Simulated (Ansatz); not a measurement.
Kick test of a cell of Cd3Se2S

The structure comes from a generated guess, relaxed at this level; another structure or a mixture of phases may lie lower.

Theory: DFT PBE, scalar-relativistic, plane waves, PAW in Ansatz 0.2.0. Cutoff 420 eV; k points 12×12×4 on the computed 6-atom cell (Γ-centred); Gaussian smearing, width 0.02 eV; no spin polarisation.

The cell below (6 atoms, space group P3m1 (No. 156)) is relaxed within its symmetry.

```yaml
crystal:
  lattice:
    - [4.31558, 0.00000, 0.00000]
    - [-2.15779, 3.73740, 0.00000]
    - [0.00000, 0.00000, 10.58610]
  atoms:
    - { symbol: Cd, position: [0.00000, 0.00000, 0.00029] }
    - { symbol: Cd, position: [0.33333, 0.66667, 0.65784] }
    - { symbol: Cd, position: [0.66667, 0.33333, 0.34242] }
    - { symbol: Se, position: [0.33333, 0.66667, 0.91133] }
    - { symbol: Se, position: [0.00000, 0.00000, 0.25318] }
    - { symbol: S, position: [0.66667, 0.33333, 0.58495] }
```

For the test a repeat of it with 12 atoms (edges 4.32, 7.47, 10.59 Å) was strained at random (σ = 1.5 % a component), the atoms were moved at random (σ = 0.10 Å), and all was relaxed again on a coarse 4×2×2 mesh (in the run’s order of axes) with 0.10 eV smearing, with no symmetry imposed.

Question: What happens?

Answer: It returns, within 1 meV/atom of the unmoved cell on that mesh and with the same symmetry when read at 0.1 Å (Cm at 0.01 Å, so small strains and shifts remain). So it is stable against the distortions that fit this cell and that this random move excites. Modes that don't fit the cell aren't tested.
